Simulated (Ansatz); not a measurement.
A sound run on MgRh (Pm-3m), field of 500 T on the spins (Ansatz 0.2.0, DFT, LDA, all-electron LAPW, scalar-relativistic):

```yaml
crystal:
  lattice:
    - [3.0992, 0.0, 0.0]
    - [0.0, 3.0992, 0.0]
    - [0.0, 0.0, 3.0992]
  atoms:
    - { symbol: Mg, position: [0.0, 0.0, 0.0] }
    - { symbol: Rh, position: [0.5, 0.5, 0.5], spin: 0.05 }
magnetization:
  spin_polarized: true
  magnetic_field: 500
kpoints:
  mp_grid: { grid: [11, 11, 11] }
scf:
  occupations: { method: fermi_dirac, width: 0.1 }
  convergence: { dr2_threshold: 1.0e-10 }
  lower_state_search: "off"
hamiltonian:
  xc: lda
  pseudopotentials: { kind: all_electron, lapw: { basis_error: 0.001 } }
output:
  forces: true
  stress: true
  eigenvalues: false
```

It converged in 14 iterations. Site moments (μB): Mg1 0.00, Rh2 0.05. Cell moment 0.05 μB. Pressure -6.14 GPa.

The input is then changed, output keys apart:

```diff
+  algorithm: density_mixing
```

Q: How does the run end?

A: The run converged. Free energy -135493.2593 eV against -135493.2593 eV, cell moment 0.05 μB, pressure -6.14 GPa. The change did no harm here: the energy is that of the sound run to 1 meV per atom.
```
settings of this run that can trade accuracy for cost: output.eigenvalues: false. Do not mix this run's numbers with those of runs without the same settings; the input reference describes each key
LAPW: plane waves up to 7.730 Å⁻¹, error target 1.0e-3 eV per atom; small_component_spin mean_spin; Mg in spheres of 1.217 Å, 10 of its electrons in bands, Dirac shells []; Rh in spheres of 1.467 Å, 27 of its electrons in bands, Dirac shells [] (how accurate: hamiltonian.pseudopotentials.lapw.basis_error, Limitations)
Engine: ansatz 0.2.0
Pseudopotentials: kind: all_electron
Pseudopotential: Mg, LAPW, valence charge 10, lapw/all_electron/scalar/gaussian/Mg, Koelling and Harmon's equation, gaussian nucleus
Pseudopotential: Rh, LAPW, valence charge 27, lapw/all_electron/scalar/gaussian/Rh, Koelling and Harmon's equation, gaussian nucleus
Functional definition: SPW92
  exchange = slater_x
  correlation = pw_c
Crystal: 2 atoms, lattice volume = 29.768 Å³
Basis set: ecut = 227.67142574225198 eV, 251 PW (Γ), exchange–correlation at level 2
Bands: 23, of which v1, the nominal top of the filled ones, is band 19 counted from 1 (18 counted from 0)
Symmetry: 48 space group operations
Space group: Pm-3m (ITA 221), of the structure as read, at distance tolerance 3.1e-5 Å
Magnetic group: BNS 221.92 (UNI 1594), of the structure as read, at distance tolerance 3.1e-5 Å
k-points: 56 of 1331
Non-local potential: Mg, projectors of the file, none
Non-local potential: Rh, projectors of the file, none
Initial density: superposition of atomic densities (chi_scale 0.1, normalization cell, long waves kept (reshape's long-wave potential 0.00 eV rms))
Starting moments: Σ|m| = 0.05 μB on 1 of 2 sites
Magnetic field: 500 T along the axis of the moments, on the spin alone (28.9419 meV per μB along it)
Initial wavefunctions: plane waves of lowest kinetic energy (no species holds an atomic orbital)
Functional: x = slater, c = lda
[...]
Fermi energy:    14.434783 eV
--- Per-component energies (eV) ---
  E_band       = -3258.850613
  E_kinetic    = 140879.852263
  E_xc         = -4081.434392
  E_zeeman     = -0.001542  (= −μ_B·B·M)
  E_electrostatic = -272291.630249  (all electrons and nuclei)
  E_smearing   = -0.045409  (= −TS)
  E_closure    = 0.000000  (closes the sum)
  E_atoms      = -135481.955107  (free atoms, spherical and without spin; not in F)
  Σ components = -135493.259329   (vs F -135493.259329, Δ=0.00e0)
  Basis errors (estimates in eV, not in F): energy 2.7e-4 per atom: plane waves 2.3e-4 (1.2e-4 summed), levels above the bands 2.0e-41, relativity 2.5e-9, radial functions 3.9e-5, core shells 2.1e-8; eigenvalues (radial functions only) 2.4e-6; not estimated: angular momenta, meshes, grids; target (lapw.basis_error) 1.0e-3; muffin-tin radii Mg 1.217 Å, Rh 1.467 Å
--- Forces (eV/Å), atoms counted from 1 ---
  atom   1  Mg    -0.00000000     0.00000000    -0.00000000
  atom   2  Rh     0.00000000    -0.00000000     0.00000000
  max |Σ_I F_I| component: 1.52e-31 eV/Å
--- Stress (GPa, compression-positive) ---
       -6.142809       0.000000       0.000000
        0.000000      -6.142809       0.000000
        0.000000       0.000000      -6.142809
  P = ⅓ Tr σ = -6.1428 GPa (-61.428 kbar)
settings of this run that can trade accuracy for cost: output.eigenvalues: false. Do not mix this run's numbers with those of runs without the same settings; the input reference describes each key
```
